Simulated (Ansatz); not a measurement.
MgO (rock salt)

```
MgO
1.0
    0.00000     2.12722     2.12722
    2.12722     0.00000     2.12722
    2.12722     2.12722     0.00000
O Mg
1 1
Cartesian
  0.00000   0.00000   0.00000
  2.12722   2.12722   2.12722
```

Grid over V/V₀ and (c/a)/(c/a)₀, subscript 0 meaning the relaxed cell; the conventional c axis lies along z; no internal relaxation.

These are PBE (plane waves to 420 eV, PAW, scalar-relativistic; Ansatz, an electronic-structure program) values and carry that method's errors. k mesh 13×13×13 (Γ-centred), Fermi-Dirac smearing 0.05 eV. Energies are smeared free energies. MgO was relaxed with its symmetry unable to fall. The PAW data are Ansatz's earlier set.

Changes of ΔE (kJ/mol of atoms) from the point V/V₀ = 1.000, (c/a)/(c/a)₀ = 1.000 when one coordinate moves alone (two changes are said to add if the coupling is within 5 % of the smaller one, nearly so within 20 %):

| point | change |
|---|---|
| V/V₀ = 1.000, (c/a)/(c/a)₀ = 0.920 | 2.674 |
| V/V₀ = 1.000, (c/a)/(c/a)₀ = 0.960 | 0.603 |
| V/V₀ = 0.960, (c/a)/(c/a)₀ = 1.000 | 0.741 |
| V/V₀ = 0.980, (c/a)/(c/a)₀ = 1.000 | 0.180 |
| V/V₀ = 1.020, (c/a)/(c/a)₀ = 1.000 | 0.168 |
| V/V₀ = 1.040, (c/a)/(c/a)₀ = 1.000 | 0.648 |
| V/V₀ = 1.000, (c/a)/(c/a)₀ = 1.040 | 0.504 |
| V/V₀ = 1.000, (c/a)/(c/a)₀ = 1.080 | 1.872 |

Problem. Do the two effects add at V/V₀ = 0.960, (c/a)/(c/a)₀ = 1.080? Give the computed change.

Solution. The sum of the single changes is 0.741 + (1.872) = 2.613; the calculation gives 3.035, so the coupling contributes 0.422 (over 20 % of the smaller single change, not additive).

Problem. What is the change at V/V₀ = 1.020, (c/a)/(c/a)₀ = 1.040, where both move, and how far is it from the sum?

Solution. The sum of the single changes is 0.168 + (0.504) = 0.672; the calculation gives 0.620, so the coupling contributes -0.052 (over 20 % of the smaller single change, not additive).

Problem. Do the two effects add at V/V₀ = 0.980, (c/a)/(c/a)₀ = 0.920? Give the computed change.

Solution. The sum of the single changes is 0.180 + (2.674) = 2.854; the calculation gives 3.119, so the coupling contributes 0.265 (over 20 % of the smaller single change, not additive).

(Under strain, the slope of the energy per volume gives the stress and its curvature an elastic modulus.)
